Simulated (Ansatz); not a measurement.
Cs$_{2}$YAgF$_{6}$:
```yaml
crystal:
  lattice:
    - [0.00000, 4.61102, 4.61102]
    - [4.61102, 0.00000, 4.61102]
    - [4.61102, 4.61102, 0.00000]
  atoms:
    - { symbol: Cs, position: [0.75000, 0.75000, 0.75000] }
    - { symbol: Cs, position: [0.25000, 0.25000, 0.25000] }
    - { symbol: Y, position: [0.50000, 0.50000, 0.50000] }
    - { symbol: Ag, position: [0.00000, 0.00000, 0.00000] }
    - { symbol: F, position: [0.73493, 0.26507, 0.26507] }
    - { symbol: F, position: [0.26507, 0.73493, 0.73493] }
    - { symbol: F, position: [0.26507, 0.73493, 0.26507] }
    - { symbol: F, position: [0.73493, 0.26507, 0.73493] }
    - { symbol: F, position: [0.26507, 0.26507, 0.73493] }
    - { symbol: F, position: [0.73493, 0.73493, 0.26507] }
```

Relaxed with r²SCAN.

**Question.** Give the Bader charges and basin volumes of the independent atoms, r²SCAN (plane waves, PAW; program Ansatz).

**Answer.** 

```
atom  Bader charge (e)  Bader volume (Å³)
----  ----------------  -----------------
Cs1              +0.92               34.3
Y3               +2.35               12.0
Ag4              +0.79               19.2
F5               -0.83               16.0
```

Space group Fm-3m. The first step of the workflow began from a Materials Project structure, measured or hypothetical; the Crystallography Open Database copy checked does not list it. Its standing as an ambient phase is unchecked. The cell was relaxed with r²SCAN under the symmetry of its start; its stability against distortions is not shown here. The run is not spin-polarised. Spin–orbit coupling is left out wherever it is not named.

Potentials: the later of the program's two PAW sets.
